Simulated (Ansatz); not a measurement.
Stability checks on a candidate for Hf₂TiN₃

The structure comes from a generated guess, relaxed at this level; another structure or a mixture of phases may lie lower.

Theory: Ansatz, DFT PBE, scalar-relativistic, plane waves, PAW. Plane waves to 420 eV, a 12×12×6 mesh through Γ for the 6-atom cell and 0.10 eV Gaussian smearing; no spin polarisation.

```cif
data_structure
_symmetry_space_group_name_H-M 'P 1'
_symmetry_Int_Tables_number 1
_cell_length_a 3.1640
_cell_length_b 3.1640
_cell_length_c 7.6737
_cell_angle_alpha 90.000
_cell_angle_beta 90.000
_cell_angle_gamma 120.000
_cell_volume 66.53
loop_
_atom_site_label
_atom_site_type_symbol
_atom_site_fract_x
_atom_site_fract_y
_atom_site_fract_z
_atom_site_occupancy
Hf1 Hf 0.33333 0.66667 0.67576 1
Hf2 Hf 0.66667 0.33333 0.32424 1
Ti1 Ti 0.00000 0.00000 0.00000 1
N1 N 0.66667 0.33333 0.84226 1
N2 N 0.00000 0.00000 0.50000 1
N3 N 0.33333 0.66667 0.15774 1
```

Formation energies are uncorrected and refer to the elements' standard structures at the same level (N₂ as a molecule).

Problem. These tests were run: energy against the elements; random kick, then relaxation without symmetry; phonons on a 3×3×1 q mesh. What do they show?

Solution.

| test | result |
| --- | --- |
| energy against the elements | −1.66 eV/atom |
| random kick, then relaxation without symmetry | returns |
| phonons on a 3×3×1 q mesh | no imaginary mode on the mesh |

It fails none of these tests. Other phases of the system weren't compared here, so this isn't yet thermodynamic stability.

These runs have no spin–orbit coupling, which can matter for Hf. The kick test ran on a coarse mesh. The run for the phonons used a 12×12×6 k mesh and Fermi–Dirac smearing of 0.15 eV.
